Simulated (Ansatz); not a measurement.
CdF2:
```cif
data_Cd4F8
_chemical_formula_sum 'Cd4 F8'
_space_group_name_H-M_alt 'Fm-3m'
_space_group_IT_number 225
_space_group_name_Hall '-F 4 2 3'
_cell_length_a 5.38402
_cell_length_b 5.38402
_cell_length_c 5.38402
_cell_angle_alpha 90.000
_cell_angle_beta 90.000
_cell_angle_gamma 90.000
loop_
_atom_site_label
_atom_site_type_symbol
_atom_site_symmetry_multiplicity
_atom_site_Wyckoff_symbol
_atom_site_fract_x
_atom_site_fract_y
_atom_site_fract_z
_atom_site_occupancy
Cd1 Cd 4 a 0.00000 0.00000 0.00000 1
F1 F 8 c 0.25000 0.25000 0.25000 1
```
(The calculation used a cell of 3 atoms; values per cell refer to that cell.)

Relaxed with PBEsol. Independent-particle spectrum: no excitons, no local fields, no scissors shift; 0.1 eV broadening; ε₁ of the summed bands alone.

Task: Tabulate the dielectric function from PBEsol in the plane-wave PAW code Ansatz.

Result: 

```
E (eV)  ε₁ xx  ε₂ xx
------  -----  -----
0.0      2.71   0.00
0.4      2.71   0.00
0.8      2.73   0.00
1.2      2.75   0.00
1.6      2.78   0.00
2.0      2.82   0.00
2.4      2.88   0.00
2.8      2.97   0.00
3.2      3.11   0.00
3.6      3.37   0.06
4.0      3.76   0.44
4.4      3.52   0.93
4.8      3.29   1.13
5.2      3.10   1.24
5.6      2.94   1.30
6.0      2.80   1.34
6.4      2.68   1.36
6.8      2.57   1.37
7.2      2.47   1.36
7.6      2.35   1.36
8.0      2.22   1.08
8.4      2.56   0.96
8.8      2.91   1.44
9.2      2.66   1.15
9.6      3.34   1.67
10.0     2.87   3.11
10.4     1.18   2.61
10.8     0.90   1.35
11.2     1.77   0.90
11.6     2.40   1.21
12.0     2.80   2.09
```

Task: From ε at 4.4 eV (xx: 3.52 + 0.93i), find n, k, the normal reflectivity and the absorption coefficient.

Result: n = 1.89, k = 0.246, R = 10 %, α = 2kE/ħc = 110000 cm⁻¹.

With all bands, ε∞ without local fields is 3.02. DFPT, with local fields, gives 2.91.

Symmetry was held in the PBEsol relaxation. Scalar-relativistic: spin–orbit coupling is off unless named, which matters more the heavier the elements.

Potentials: the earlier of the program's two PAW sets. The files were generated under PBE; for other functionals the program regenerates the frozen cores, and for LDA and PBEsol the local potential too.
